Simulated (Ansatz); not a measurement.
Rb2ScInCl6:
```yaml
crystal:
  lattice:
    - [0.00000, 5.46592, 5.46592]
    - [5.46592, 0.00000, 5.46592]
    - [5.46592, 5.46592, 0.00000]
  atoms:
    - { symbol: Rb, position: [0.75000, 0.75000, 0.75000] }
    - { symbol: Rb, position: [0.25000, 0.25000, 0.25000] }
    - { symbol: Sc, position: [0.00000, 0.00000, 0.00000] }
    - { symbol: In, position: [0.50000, 0.50000, 0.50000] }
    - { symbol: Cl, position: [0.77268, 0.22732, 0.22732] }
    - { symbol: Cl, position: [0.22732, 0.77268, 0.77268] }
    - { symbol: Cl, position: [0.22732, 0.77268, 0.22732] }
    - { symbol: Cl, position: [0.77268, 0.22732, 0.77268] }
    - { symbol: Cl, position: [0.22732, 0.22732, 0.77268] }
    - { symbol: Cl, position: [0.77268, 0.77268, 0.22732] }
```

This is the r²SCAN-relaxed structure.

Task: All from the program Ansatz at the r²SCAN level (PAW), unless another level is named. Estimate the electron effective mass with spin–orbit coupling.

Result: 1.3, 1.3, 3.6 mₑ (principal values).

Task: Next, the band gap?

Result: 2.63 eV (direct).

Task: And the weight of the conduction-edge state by species (Voronoi cells)?

Result: Sc 71 %, Cl 22 %, In 5 %, Rb 2 %.

Space group Fm-3m. The workflow started from a Materials Project entry (that database holds measured and hypothetical structures alike); the Crystallography Open Database copy checked does not list it. Its standing as an ambient phase is unchecked. The cell was relaxed with r²SCAN under the symmetry of its start; its stability against distortions is not shown here. No spin polarisation was allowed. Spin–orbit coupling is left out wherever it is not named.

Potentials: the later of the program's two PAW sets.
